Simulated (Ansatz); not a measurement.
What a change of settings does: Mn (hcp type)

First run: DFT, LDA, norm-conserving pseudopotentials, Ansatz's default files, scalar-relativistic (Ansatz 0.2.0).

Command: `ansatz run input.yaml --threads 1 --pin off --max-ram 3072MiB --backend cpu --events-out ev --progress --plain --runs-dir out` It took 40 s on 1 thread of Arm Neoverse V1 (shared host), peak memory 0.49 GiB.

```yaml
crystal:
  lattice:
    - [1.7939480489, 0.0, 0.0]
    - [-0.8969740244, 1.5536045834, 0.0]
    - [0.0, 0.0, 2.8834538769]
  atoms:
    - { symbol: Mn, position: [0.3333333333, 0.6666666667, 0.25], spin: 3.0 }
    - { symbol: Mn, position: [0.6666666667, 0.3333333333, 0.75], spin: 3.0 }
magnetization:
  spin_polarized: true
kpoints:
  mp_grid: { grid: [20, 20, 11] }
scf:
  occupations: { method: fermi_dirac, width: 0.08 }
hamiltonian:
  xc: lda
  pseudopotentials: { kind: nc }
output:
  forces: true
  stress: true
  eigenvalues: true
```

The cell comes from a relaxation on PAW files under the same functional, begun from a prototype that needn't be the stable phase.

This run: volume at 0.4 of the series' base cell.

It converges in 14 SCF iterations at a pressure of 1835 GPa, cell moment 0.00 μB, cutoff 1306 eV.

The input is then changed:

```diff
 kpoints:
-  mp_grid: { grid: [20, 20, 11] }
+  mp_grid: { grid: [16, 16, 9] }
 scf:
-  occupations: { method: fermi_dirac, width: 0.08 }
+  occupations: { method: cold, width: 0.005 }
 hamiltonian:
```

What does the second run give?

It converges in 15 SCF iterations at a pressure of 1834 GPa, cell moment 0.00 μB, cutoff 1306 eV, free energy +3.9 meV/atom against the first run's. More than one line changes, and not each need have an effect. Some of the changed settings are coarser than converged work would use.
